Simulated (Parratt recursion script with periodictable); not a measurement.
Interface roughness in an EUV mirror: Si/Rh multilayer on Si

| layer, from the top | thickness (Å) | density (g/cm³) | rms roughness of its top face (Å) | δ at 13.5 nm | β at 13.5 nm |
|---|---|---|---|---|---|
| Si (in each period) | 41 | 2.313 | varied | 9.927 × 10⁻⁴ | 0.001813 |
| Rh (in each period) | 27.3 | 12.398 | varied | 0.1248 | 0.03117 |
| Si (substrate) | – | 2.313 | 5 | 9.927 × 10⁻⁴ | 0.001813 |

The refractive index is n = 1 − δ + iβ; the runs take δ and β at each wavelength of the scan. Vacuum lies above.

Densities are inputs, not measurements. They were set from computed cells of the Materials Project: Si from entry mp-149 (Fd-3m, 2.313 g/cm³); Rh from entry mp-74 (Fm-3m, 12.398 g/cm³). A layer's crystal structure does not enter its constants, only its composition and density.

Model: EUV and soft X-ray reflectivity, Parratt recursion, Névot-Croce roughness, Henke tables. Program: Parratt recursion script with periodictable 1.7.1.

Light falls at α = 6° from the surface normal. R is the mean of s and p polarisation. The wavelength is scanned from 12.42 to 14.58 nm in 161 evenly spaced points, without smoothing. The peak is the highest scan point; its wavelength and height come from a parabola through R at that point and its two neighbours.

The pair is repeated 60 times. The runs differ only in σ, the roughness on top of both layers of each period; the substrate's stays as listed.

| σ (Å) | peak λ (nm) | peak R (%) |
|---|---|---|
| 0 | 13.246 | 61.2 |
| 3 | 13.226 | ? |
| 5 | 13.195 | 56.7 |
| 6 | 13.175 | 54.8 |

### Question
Estimate the peak reflectivity at σ = 3 Å from a line of ln R against σ², and compare with the factor exp[−(2πσ/D)²] for one weak reflection.

### Answer
With R₀ = 61.2 % of the first row, ln(R/R₀) is 0.0000 at σ² = 0, −0.0764 at σ² = 25, −0.1105 at σ² = 36 Å². A least-squares line has slope −0.00307 Å⁻² and intercept 0.0001, which gives 59.5 % at σ² = 9 Å². For D = 68.3 Å, (2π/D)² = 0.00846 Å⁻², and that slope from the first row gives 56.7 %.

The run gave 59.6 %, so the line misses by 0.1 points. The fitted slope is 0.36 of (2π/D)² in size.
